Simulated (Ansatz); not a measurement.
Property card of a Co sheet

The cell was found from a structure generator's guess, not taken from experiment.

Method: DFT PBE, scalar-relativistic, plane waves, PAW in Ansatz. Cutoff 420 eV; k points 24×24×1 on the computed 2-atom cell (Γ-centred); Gaussian smearing, width 0.10 eV; collinear spin from starting moments 1.6 -1.6 μB.

This is a two-dimensional sheet: the third axis spans vacuum and isn't periodic.

```cif
data_structure
_symmetry_space_group_name_H-M 'P 1'
_symmetry_Int_Tables_number 1
_cell_length_a 2.2692
_cell_length_b 2.2692
_cell_length_c 29.4979
_cell_angle_alpha 90.000
_cell_angle_beta 90.000
_cell_angle_gamma 90.000
_cell_volume 151.90
loop_
_atom_site_label
_atom_site_type_symbol
_atom_site_fract_x
_atom_site_fract_y
_atom_site_fract_z
_atom_site_occupancy
Co1 Co 0.50000 0.50000 0.32629 1
Co2 Co 0.50000 0.50000 0.25002 1
```

For Co, the layer group is p4/mmm (No. 61), the in-plane cell is a = 2.269 Å, b = 2.269 Å, γ = 90.0° and the area per atom is 2.57 Å². The thickness between the outermost nuclei is 2.25 Å, the band gap over mesh and path is none (metal or semimetal) and the net moment per atom is 0.00 μB. The moment by site is Co 1.4, -1.4 μB and the density of states at the Fermi level is 3.9 states/eV per cell. The löwdin character within 0.5 eV of the Fermi level is Co 3d 91 %, unprojected 4 % and the bader charges (e) is Co1 0.00, Co2 0.00.

The last run used collinear spin, a 24×24×1 mesh for its 2-atom cell and Gaussian smearing of 0.10 eV. The magnetic state reached may not be the lowest. Site moments count only spheres around the atoms; the net moment includes the space between them.
